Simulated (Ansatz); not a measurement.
# Fields on a plane of HgTe (zinc blende)

```xyz
2
Lattice="0.0000 3.2867 3.2867 3.2867 0.0000 3.2867 3.2867 3.2867 0.0000" Properties=species:S:1:pos:R:3 pbc="T T T"
Te     4.9301     4.9301     4.9301
Hg     0.0000     0.0000     0.0000
```

The slice is a {111} plane (indices of the conventional cell) through the point (0.750, 0.750, 0.750) (fractional), spanned by u = [100] and v = [-1 2 0] in vectors of this cell: u (4.65 Å) and v (8.05 Å, at 90° to u). It covers one period; positions are fractions (u, v).

Atoms on it: Te at (0.00, 0.00); Te at (0.50, 0.50). Other atoms lie within 1 Å of the plane.

Computed with r2SCAN (plane waves to 500 eV, PAW, scalar-relativistic; Ansatz, an electronic-structure program). k mesh 12×12×12. Inside the PAW spheres the values are not all-electron values, and peaks at nuclei hang on which shells count as valence. At this level the bands of HgTe touch or barely overlap. HgTe was relaxed with its symmetry unable to fall. Spin-orbit coupling is left out, though Hg and Te are heavy. The PAW data are Ansatz's earlier set.

```
|xx::**@@##::  ::##@@**::|
|**##@@@@++..  ..++@@@@##|
|@@@@@@**::      ::**@@@@|
|====--::          ::--==|
|==----::..........::----|
|++++----==**##**==----++|
|**++--==@@@@@@@@@@==--++|
|====--%%@@##**##@@%%--==|
|----++@@**::xx::**@@++--|
|::::##@@++xxxxxx++@@##::|
|  ::##@@**::xx::**@@##::|
|  ..++@@@@##**##@@@@++..|
|    ::**@@@@@@@@@@**::  |
|      ::--======--::    |
|......::----==----::....|
|##**==----++++++----==**|
|@@@@@@==--++**++--==@@@@|
|**##@@%%--======--%%@@##|
|xx::**@@++------++@@**::|
|xxxx++@@##::::::##@@++xx|
```
Scale: ten equal steps from 0.01 (start of ' ') to 0.64 (end of '@'), in the order ' .:-=+*#%@'. Values: electron localisation function (ELF). The map has 12 points along u (two characters each, u = 0 at the left) and 20 along v (v = 0 in the bottom row). Points within 0.5 Å of a nucleus are blanked (x), as the pseudised field means little there.

```
|998855443311111133445588|
|665544332211001122334455|
|444433221100000011223344|
|443333221100000011223333|
|444433221111111111223344|
|555544332222222222334455|
|555544333344444433334455|
|554444444455665544444444|
|333333445588998855443333|
|222233446699999966443322|
|111133445588998855443311|
|001122334455665544332211|
|000011223344444433221100|
|000011223333443333221100|
|111111223344444433221111|
|222222334455555544332222|
|444433334455555544333344|
|665544444444554444444455|
|998855443333333333445588|
|999966443322222233446699|
```
Scale: ten equal steps from -1.92 (start of '0') to 1.28 (end of '9'), in the order '0123456789'. Values: log₁₀ of the valence density in e/Å³. The map has 12 points along u (two characters each, u = 0 at the left) and 20 along v (v = 0 in the bottom row). The scale is logarithmic, as a density can span decades between atoms and voids.
